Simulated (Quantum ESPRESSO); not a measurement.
## BSi2ON3 (one run as intended and one with a planted mistake)

A calculation, not a measurement. The program is pw.x of Quantum ESPRESSO 7.5 (plane-wave density functional theory). The cell is made up: 7 atoms on a wurtzite lattice with one site empty, with randomly drawn elements, strain and displacements, not relaxed. PseudoDojo standard norm-conserving files (v0.5 for PBE, v0.4.1 for LDA and PBEsol) set the functional; there is no spin polarisation, spin-orbit coupling or dispersion term, and the masses in the input are unused placeholders.

Intended input:

```
&control calculation='scf', pseudo_dir='./dojo.nc.sr.pbe.v0_5.standard.upf', outdir='./o', disk_io='medium', tprnfor=.true., tstress=.true. /
&system ibrav=0, nat=7, ntyp=4, nbnd=22, ecutwfc=84.00895049, nosym=.true., tot_charge=0,
 occupations='smearing', smearing='fd', degauss=0.0018374661
/
&electrons conv_thr=7.350e-09, electron_maxstep=60, /
ATOMIC_SPECIES
B 1.0 B.upf
N 1.0 N.upf
O 1.0 O.upf
Si 1.0 Si.upf
CELL_PARAMETERS angstrom
2.8946 -0.0496 -0.0269
-0.086 4.9692 0.0303
-0.0439 0.0286 4.8348
ATOMIC_POSITIONS angstrom
B 0.0728 -0.0672 -0.0551
Si 1.2526 2.4191 0.0538
Si 0.0161 3.4967 2.4058
O 0.0487 0.1482 1.8377
N 1.5199 2.4223 1.6379
N 1.4925 0.786 4.3654
N -0.0999 3.3838 4.291
K_POINTS automatic
6 4 4 1 1 1
```

The log is shortened where brackets say so; the opening notice, blank lines, dates and the lines on written files are dropped, and the path of the files is cut. It prints rydbergs, bohrs and kilobars, and counts compression as positive stress. Where no state is partly filled, the Fermi energy that it prints is only some level between the filled and the empty states on the mesh, and need not lie in the true gap.

Log of the intended run:

```
     Program PWSCF v.7.5
     Parallel version (MPI & OpenMP), running on       1 processor cores
     Number of MPI processes:                 1
     Threads/MPI process:                     1
     [start-up lines left out]
     bravais-lattice index     =            0
     lattice parameter (alat)  =       5.4710  a.u.
     unit-cell volume          =     469.1048 (a.u.)^3
     number of atoms/cell      =            7
     number of atomic types    =            4
     number of electrons       =        32.00
     number of Kohn-Sham states=           22
     kinetic-energy cutoff     =      84.0090  Ry
     charge density cutoff     =     336.0358  Ry
     scf convergence threshold =      7.3E-09
     mixing beta               =       0.7000
     number of iterations used =            8  plain     mixing
     Exchange-correlation= PBE
                           (   1   4   3   4   0   0   0)
     [axes and pseudopotential details left out]
   Cartesian axes
     site n.     atom                  positions (alat units)
         1        B      tau(   1) = (   0.0251455  -0.0232112  -0.0190318  )
         2        Si     tau(   2) = (   0.4326546   0.8355699   0.0185828  )
         3        Si     tau(   3) = (   0.0055610   1.2077786   0.8309760  )
         4        O      tau(   4) = (   0.0168212   0.0511891   0.6347512  )
         5        N      tau(   5) = (   0.5249815   0.8366752   0.5657393  )
         6        N      tau(   6) = (   0.5155173   0.2714885   1.5078321  )
         7        N      tau(   7) = (  -0.0345060   1.1687823   1.4821340  )
     number of k points=    48  Fermi-Dirac smearing, width (Ry)=  0.0018
                       cart. coord. in units 2pi/alat
        k(    1) = (   0.0853133   0.0738454   0.0751897), wk =   0.0416667
        k(    2) = (   0.0866894   0.0729563   0.2249111), wk =   0.0416667
     [further k points left out]
     Dense  grid:    48775 G-vectors     FFT dimensions: (  32,  60,  54)
     Estimated max dynamical RAM per process >      55.65 MB
     Initial potential from superposition of free atoms
     starting charge      31.9985, renormalised to      32.0000
     Starting wfcs are   28 randomized atomic wfcs
     total cpu time spent up to now is        5.0 secs
     per-process dynamical memory:    36.0 Mb
     Self-consistent Calculation
     iteration #  1     ecut=    84.01 Ry     beta= 0.70
     Davidson diagonalization with overlap
     ethr =  1.00E-02,  avg # of iterations =  3.0
     total cpu time spent up to now is       14.0 secs
     total energy              =    -117.52445871 Ry
     estimated scf accuracy    <       1.70737539 Ry
     iteration #  2     ecut=    84.01 Ry     beta= 0.70
     Davidson diagonalization with overlap
     ethr =  5.34E-03,  avg # of iterations =  2.5
     total cpu time spent up to now is       22.4 secs
     total energy              =    -117.73812387 Ry
     estimated scf accuracy    <       2.58520626 Ry
     [iterations 3 to 11 left out]
     iteration # 12     ecut=    84.01 Ry     beta= 0.70
     Davidson diagonalization with overlap
     ethr =  1.68E-10,  avg # of iterations =  2.9
     total cpu time spent up to now is      113.2 secs
     total energy              =    -118.28274132 Ry
     estimated scf accuracy    <       0.00000002 Ry
     iteration # 13     ecut=    84.01 Ry     beta= 0.70
     Davidson diagonalization with overlap
     ethr =  5.30E-11,  avg # of iterations =  2.0
     total cpu time spent up to now is      121.1 secs
     End of self-consistent calculation
     [lines on levels left out]
     the Fermi energy is     8.7366 ev
!    total energy              =    -118.28274132 Ry
     estimated scf accuracy    <          1.3E-09 Ry
     smearing contrib. (-TS)   =       0.00000000 Ry
     internal energy E=F+TS    =    -118.28274132 Ry
     The total energy is F=E-TS. E is the sum of the following terms:
     one-electron contribution =     -10.31417139 Ry
     hartree contribution      =      24.96608058 Ry
     xc contribution           =     -35.33540057 Ry
     ewald contribution        =     -97.59924994 Ry
     convergence has been achieved in  13 iterations
     Forces acting on atoms (cartesian axes, Ry/au):
     atom    1 type  1   force =     0.00223641    0.14823602    0.03312337
     atom    2 type  4   force =     0.11179586   -0.13266672   -0.08574561
     atom    3 type  4   force =    -0.01338885    0.02052982   -0.11971873
     atom    4 type  3   force =     0.00899942   -0.17897212   -0.04967528
     atom    5 type  2   force =    -0.01745910    0.17258619    0.24616695
     atom    6 type  2   force =    -0.04515059   -0.08582545    0.04034888
     atom    7 type  2   force =    -0.04703315    0.05611226   -0.06449958
     Total force =     0.470407     Total SCF correction =     0.000047
     Computing stress (Cartesian axis) and pressure
          total   stress  (Ry/bohr**3)                   (kbar)     P=     -168.02
  -0.00125912   0.00021911   0.00032916         -185.22       32.23       48.42
   0.00021911  -0.00223621  -0.00021724           32.23     -328.96      -31.96
   0.00032916  -0.00021724   0.00006882           48.42      -31.96       10.12
     init_run     :      4.59s CPU      4.93s WALL (       1 calls)
     electrons    :    102.73s CPU    116.14s WALL (       1 calls)
     forces       :      1.31s CPU      1.34s WALL (       1 calls)
     stress       :      5.77s CPU      5.81s WALL (       1 calls)
     [timing details left out]
     PWSCF        :   1m54.54s CPU   2m 8.44s WALL
     JOB DONE.
```

A second run has one planted mistake: the k-point mesh is too coarse. The input lines that differ, file-writing options aside:

```
- 6 4 4 1 1 1
+ 1 1 1 1 1 1
```

Its log:

```
     Program PWSCF v.7.5
     Parallel version (MPI & OpenMP), running on       1 processor cores
     Number of MPI processes:                 1
     Threads/MPI process:                     1
     [start-up lines left out]
     bravais-lattice index     =            0
     lattice parameter (alat)  =       5.4710  a.u.
     unit-cell volume          =     469.1048 (a.u.)^3
     number of atoms/cell      =            7
     number of atomic types    =            4
     number of electrons       =        32.00
     number of Kohn-Sham states=           22
     kinetic-energy cutoff     =      84.0090  Ry
     charge density cutoff     =     336.0358  Ry
     scf convergence threshold =      7.3E-09
     mixing beta               =       0.7000
     number of iterations used =            8  plain     mixing
     Exchange-correlation= PBE
                           (   1   4   3   4   0   0   0)
     [axes and pseudopotential details left out]
   Cartesian axes
     site n.     atom                  positions (alat units)
         1        B      tau(   1) = (   0.0251455  -0.0232112  -0.0190318  )
         2        Si     tau(   2) = (   0.4326546   0.8355699   0.0185828  )
         3        Si     tau(   3) = (   0.0055610   1.2077786   0.8309760  )
         4        O      tau(   4) = (   0.0168212   0.0511891   0.6347512  )
         5        N      tau(   5) = (   0.5249815   0.8366752   0.5657393  )
         6        N      tau(   6) = (   0.5155173   0.2714885   1.5078321  )
         7        N      tau(   7) = (  -0.0345060   1.1687823   1.4821340  )
     number of k points=     1  Fermi-Dirac smearing, width (Ry)=  0.0018
                       cart. coord. in units 2pi/alat
        k(    1) = (  -0.5080147  -0.2982584  -0.3022559), wk =   2.0000000
     Dense  grid:    48775 G-vectors     FFT dimensions: (  32,  60,  54)
     Estimated max dynamical RAM per process >      55.65 MB
     Initial potential from superposition of free atoms
     starting charge      31.9985, renormalised to      32.0000
     Starting wfcs are   28 randomized atomic wfcs
     total cpu time spent up to now is        1.4 secs
     per-process dynamical memory:    38.4 Mb
     Self-consistent Calculation
     iteration #  1     ecut=    84.01 Ry     beta= 0.70
     Davidson diagonalization with overlap
     ethr =  1.00E-02,  avg # of iterations =  3.0
     total cpu time spent up to now is        1.6 secs
     total energy              =    -117.72234350 Ry
     estimated scf accuracy    <       1.76615808 Ry
     iteration #  2     ecut=    84.01 Ry     beta= 0.70
     Davidson diagonalization with overlap
     ethr =  5.52E-03,  avg # of iterations =  2.0
     total cpu time spent up to now is        1.8 secs
     total energy              =    -117.59684223 Ry
     estimated scf accuracy    <       3.77385948 Ry
     [iterations 3 to 11 left out]
     iteration # 12     ecut=    84.01 Ry     beta= 0.70
     Davidson diagonalization with overlap
     ethr =  1.52E-10,  avg # of iterations =  5.0
     total cpu time spent up to now is        3.9 secs
     total energy              =    -118.47654848 Ry
     estimated scf accuracy    <       0.00000006 Ry
     iteration # 13     ecut=    84.01 Ry     beta= 0.70
     Davidson diagonalization with overlap
     ethr =  1.52E-10,  avg # of iterations =  2.0
     total cpu time spent up to now is        4.0 secs
     End of self-consistent calculation
     [lines on levels left out]
     the Fermi energy is     9.1837 ev
!    total energy              =    -118.47654850 Ry
     estimated scf accuracy    <          2.5E-09 Ry
     smearing contrib. (-TS)   =      -0.00000000 Ry
     internal energy E=F+TS    =    -118.47654850 Ry
     The total energy is F=E-TS. E is the sum of the following terms:
     one-electron contribution =     -10.60933283 Ry
     hartree contribution      =      25.14281442 Ry
     xc contribution           =     -35.41078014 Ry
     ewald contribution        =     -97.59924994 Ry
     convergence has been achieved in  13 iterations
     Forces acting on atoms (cartesian axes, Ry/au):
     atom    1 type  1   force =    -0.00534919    0.12437030    0.08789869
     atom    2 type  4   force =     0.12607408   -0.18783738   -0.07892466
     atom    3 type  4   force =    -0.02236166    0.01441670   -0.10597897
     atom    4 type  3   force =     0.00163091   -0.27261326   -0.07421695
     atom    5 type  2   force =    -0.01197048    0.16330572    0.21131738
     atom    6 type  2   force =    -0.04411265    0.00534265    0.08529044
     atom    7 type  2   force =    -0.04391101    0.15301526   -0.12538594
     Total force =     0.542381     Total SCF correction =     0.000105
     Computing stress (Cartesian axis) and pressure
          total   stress  (Ry/bohr**3)                   (kbar)     P=     -207.73
  -0.00182166   0.00023777   0.00011195         -267.98       34.98       16.47
   0.00023777  -0.00192166  -0.00016735           34.98     -282.69      -24.62
   0.00011195  -0.00016735  -0.00049300           16.47      -24.62      -72.52
     init_run     :      1.08s CPU      1.29s WALL (       1 calls)
     electrons    :      2.37s CPU      2.69s WALL (       1 calls)
     forces       :      0.09s CPU      0.10s WALL (       1 calls)
     stress       :      0.29s CPU      0.31s WALL (       1 calls)
     [timing details left out]
     PWSCF        :      3.90s CPU      4.48s WALL
     JOB DONE.
```

|  | intended run | run with the mistake |
| --- | --- | --- |
| free energy (eV) | -1609.319 | -1611.956 |
| smearing term -TS (eV) | 0.0000 | 0.0000 |
| pressure (GPa) | -16.80 | -20.77 |
| largest force component (eV/Å) | 6.329 | 7.009 |
| largest change of a force component (eV/Å) |  | 2.491 |
| iterations | 13 | 13 |

For scale, a rerun of the intended cell at 1437 eV and a 8 x 6 x 6 mesh moved values by no more than 0.002 eV in energy, 0.04 GPa in stress and 0.003 eV/Å in force.